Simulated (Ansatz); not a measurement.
Below is a relaxed structure of Si5P. The cell was found from a structure generator's guess, not taken from experiment.

Computed with DFT PBE, scalar-relativistic, plane waves, PAW (Ansatz). Cutoff 420 eV, Γ-centred mesh, Gaussian smearing, no spin polarisation.

```yaml
crystal:
  lattice:
    - [4.10037, 0.00000, 0.00000]
    - [0.00000, 2.83139, 5.48467]
    - [0.00000, -2.83139, 5.48467]
  atoms:
    - { symbol: Si, position: [0.50000, 0.40511, 0.99278] }
    - { symbol: Si, position: [0.50000, 0.99278, 0.40511] }
    - { symbol: Si, position: [0.00000, 0.59366, 0.01102] }
    - { symbol: Si, position: [0.00000, 0.01102, 0.59366] }
    - { symbol: Si, position: [0.50000, 0.54677, 0.54677] }
    - { symbol: P, position: [0.00000, 0.45067, 0.45067] }
```

The zero of energy is the elements' standard structures at the same level; no fitted shifts are applied. The references include black phosphorus.

(1) Find its symmetry and describe it.

(2) What is its formation energy per atom?

(3) Is it a metal?

Results:

(1) Amm2 (No. 38). Conventional cell: a = 4.100 Å, b = 5.663 Å, c = 10.969 Å. Si on a site of symmetry m has 4 Si at 2.33–2.39 Å; Si on a second site of symmetry m has 1 P at 2.32 Å and 3 Si at 2.36–2.39 Å; Si on a site of symmetry mm2 is surrounded by 2 P at 2.31 Å and 2 Si at 2.36 Å; P is surrounded by 4 Si at 2.31–2.32 Å.

(2) +0.13 eV/atom. It can't be a ground state, since the elements alone are lower.

(3) Yes, bands cross the Fermi level on the 8×10×8 mesh.

The last run used an 8×10×8 mesh (in the run's order of axes) for its 6-atom cell and Gaussian smearing of 0.10 eV. The cell is a metal run without spin; a magnetic state may lie lower. The reference form of P is held partly by dispersion forces, which this level lacks. This cell was reached by moving the atoms of another relaxed cell at random and relaxing again, last within the group found; it had no such test of its own.
